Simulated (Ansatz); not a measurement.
KF:
```
CELL_PARAMETERS angstrom
      0.00000     2.65329     2.65329
      2.65329     0.00000     2.65329
      2.65329     2.65329     0.00000
ATOMIC_POSITIONS crystal
  K  0.00000 0.00000 0.00000
  F  0.50000 0.50000 0.50000
```

Relaxed with PBEsol.

Decompose the optical modes at the zone centre into irreducible representations, and say which are infrared and Raman allowed.

Point group m-3m: Γ_opt = T1u. Infrared: T1u. Raman: none.

Assign frequencies (DFPT, the program Ansatz at the PBEsol level (PAW); without the LO–TO term).

T1u 180 cm⁻¹.

Space group Fm-3m (rock salt). The PBEsol relaxation kept the symmetry of its start.

Potentials: the earlier of the program's two PAW sets. The files were generated under PBE; for other functionals the program regenerates the frozen cores, and for LDA and PBEsol the local potential too.
